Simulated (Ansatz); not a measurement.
ScPt3 (Cu3Au type)

```
ScPt3
1.0
    3.97826     0.00000     0.00000
    0.00000     3.97826     0.00000
    0.00000     0.00000     3.97826
Sc Pt
1 3
Direct
  0.00000   0.00000   0.00000
  0.50000   0.50000   0.00000
  0.00000   0.50000   0.50000
  0.50000   0.00000   0.50000
```

The slice is a {110} plane (indices of the conventional cell) through the point (0.000, 0.000, 0.000) (fractional), spanned by u = [100] and v = [011] in vectors of this cell: u (3.98 Å) and v (5.63 Å, at 90° to u). It covers one period; positions are fractions (u, v).

Calculation: r2SCAN (plane waves to 500 eV, PAW, scalar-relativistic; Ansatz, a quantum-chemistry and plane-wave program). k mesh 12×12×12. Inside the PAW spheres the values are not all-electron values, and peaks at nuclei hang on which shells count as valence. ScPt3 is run without spin polarisation. ScPt3 was relaxed with its symmetry unable to fall. Spin-orbit coupling is left out, though Pt is heavy.

Problem. What is the valence density on the shortest Sc–Pt line in this plane (2.81 Å), at its minimum between the atoms?

Solution. 0.23 e/Å³.

Problem. What is the ELF at the density minimum of the shortest Sc–Pt line in this plane (2.81 Å)?

Solution. 0.09.

Problem. Sketch the electrostatic potential energy of an electron, from the cell's mean on this plane as a map.

Solution. 
```
|xxxxxx :+#%%%%#+: xxxxx|
|xxxxxx :+#%%%%#+: xxxxx|
|xxxxx  -+##%%##+-  xxxx|
|xxxxx :=*######*=: xxxx|
|xxx  :=+********+=:  xx|
|    :=+****++****+=:   |
|..:-+**#**++++**#**+-:.|
|--=+*###**++++**###*+=-|
|::-=*####*++++*####*=-:|
|   .=*###******###*=.  |
|xxx  -*##########*-  xx|
|xxxxx =*#%%%%%%#*= xxxx|
|xxxxx :+#%%%%%%#+: xxxx|
|xxxxxx =#%@@@@%#= xxxxx|
|xxxxxx =#%@@@@%#= xxxxx|
|xxxxxx -#%@@@@%#- xxxxx|
|xxxxxx =#%@@@@%#= xxxxx|
|xxxxxx =#%@@@@%#= xxxxx|
|xxxxx :+#%%%%%%#+: xxxx|
|xxxxx =*#%%%%%%#*= xxxx|
|xxx  -*##########*-  xx|
|   .=*###******###*=.  |
|::-=*####*++++*####*=-:|
|--=+*###**++++**###*+=-|
|..:-+**#**++++**#**+-:.|
|    :=+****++****+=:   |
|xxx  :=+********+=:  xx|
|xxxxx :=*######*=: xxxx|
|xxxxx  -+##%%##+-  xxxx|
|xxxxxx :+#%%%%#+: xxxxx|
|xxxxxx :+#%%%%#+: xxxxx|
|xxxxxx .+#%@@%#+. xxxxx|
```
Scale: ten equal steps from 6.00 (start of ' ') to 14.71 (end of '@'), in the order ' .:-=+*#%@'. Values: electrostatic potential energy of an electron, from the cell's mean, in eV. The map has 23 points along u (one character each, u = 0 at the left) and 32 along v (v = 0 in the bottom row). Points within 1 Å of a nucleus are blanked (x), as the pseudised field means little there. Values under 6 eV are set to 6. The zero, the cell's mean, hangs on the PAW cores.
